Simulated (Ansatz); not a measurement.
# Notes on Se$_{2}$O

```xyz
6
Lattice="3.0578 2.7421 0.0000 3.0578 -2.7421 0.0000 0.0000 0.0000 -8.4617" Properties=species:S:1:pos:R:3 pbc="T T T"
O     0.0000    0.0000    0.0000
O     3.0578    0.0000   -4.2308
Se    3.0578   -1.5153   -7.3887
Se    3.0578   -1.2268   -3.1579
Se    3.0578    1.5153   -1.0729
Se    3.0578    1.2268   -5.3038
```

The numbers come from plane-wave PAW DFT (Ansatz): PBE, no spin polarisation, 420 eV, 8×8×4 Γ-centred k points, fermi-dirac occupations (width 0.1 eV). Nothing was relaxed.

- Contacts: O–Se at 1.63 Å: least valence density 1.50 e/Å³ and ELF 0.61 there. These are pseudo-fields; inside the PAW spheres they differ from the all-electron ones.
- Charges: Bader charges in e: Se +0.55, O -1.11. In the mean Se gives up most and O takes most.
- Formation energy: 0.69 eV an atom against the elements' usual phases (free molecules for gases, crystals otherwise, with no correction for O₂ or N₂), so at this geometry it isn't bound against them. Relaxing would lower it.
- Electronic structure: It is a metal, with about 5 states/eV a cell as the mean within 0.25 eV of the Fermi level, mostly Se p (78 %) and O p (19 %).
- Stress: The pressure is 10.6 GPa (compression positive), so with the atoms held at these fractions the cell would first expand; the forces are large, so a full relaxation may end otherwise. The principal stresses -0.8, 15.1, 17.4 GPa differ, so its shape would change too.

Origin: a known structure type with other elements, at an estimated volume, so it need not be a known compound. Caveats: many states at the Fermi level without spin polarisation, so a magnetic state may lie lower; atoms or cell far from equilibrium.
